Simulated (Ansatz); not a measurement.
An Ansatz (a program for electronic structure) input:

Ansatz 0.2 input:
```yaml
crystal:
  lattice:
    - [2.7538643335, 1.5899443143, 4.8541223127]
    - [-2.7538643335, 1.5899443143, 4.8541223127]
    - [0.0, -3.1798886285, 4.8541223127]
  atoms:
    - { symbol: In, position: [0.1429529405, 0.1429529405, 0.1429529405] }
    - { symbol: In, position: [0.8570470595, 0.8570470595, 0.8570470595] }
    - { symbol: In, position: [0.3570470595, 0.3570470595, 0.3570470595] }
    - { symbol: In, position: [0.6429529405, 0.6429529405, 0.6429529405] }
    - { symbol: O, position: [0.5466032437, 0.25, 0.9533967563] }
    - { symbol: O, position: [0.4533967563, 0.75, 0.0466032437] }
    - { symbol: O, position: [0.9533967563, 0.5466032437, 0.25] }
    - { symbol: O, position: [0.0466032437, 0.4533967563, 0.75] }
    - { symbol: O, position: [0.25, 0.9533967563, 0.5466032437] }
    - { symbol: O, position: [0.75, 0.0466032437, 0.4533967563] }
kpoints:
  mp_grid: { grid: [4, 4, 4] }
hamiltonian:
  xc: hse06
  pseudopotentials: { kind: paw }
scf:
  n_extra_bands: 10
  occupations: { method: fixed }
output:
  eigenvalues: true
  eigenstates:
    e_range: [-9.0, 10.7]
    kpoints:
      - [0.0, 0.197917, -0.197917]  # VBM
      - [0.0, 0.0, 0.0]  # CBM
      - [0.0, 0.0, 0.0]  # GAMMA
      - [0.5, 0.5, 0.5]  # T
      - [0.5, 0.0, 0.0]  # L
      - [0.5, 0.0, 0.5]  # F
      - [0.3690952793, -0.3690952793, 0.0]  # S_0
      - [0.6309047207, 0.0, 0.3690952793]  # S_2
      - [0.5, -0.2381905586, 0.2381905586]  # H_0
      - [0.7618094414, 0.2381905586, 0.5]  # H_2
```

Q: How many symmetry operations and irreducible k-points will the run report?

A: 12 operations, 13 of 64 k-points.

Q: With a cutoff of 420 eV, how many plane waves at Γ?

A: 2489.

It took around 11 core-minutes (rough) on shared server cores.

The points marked VBM and CBM come from a semilocal run.

Space group R-3c (corundum). The workflow started from a Materials Project entry (that database holds measured and hypothetical structures alike); the Crystallography Open Database files this formula in space group No. 167, but the cells were not matched. It is not the phase usual at ambient conditions (space group No. 206). The r²SCAN relaxation kept the symmetry of its start; its stability against distortions is not shown here.

Potentials: the later of the program's two PAW sets.

Ansatz is a plane-wave DFT program.
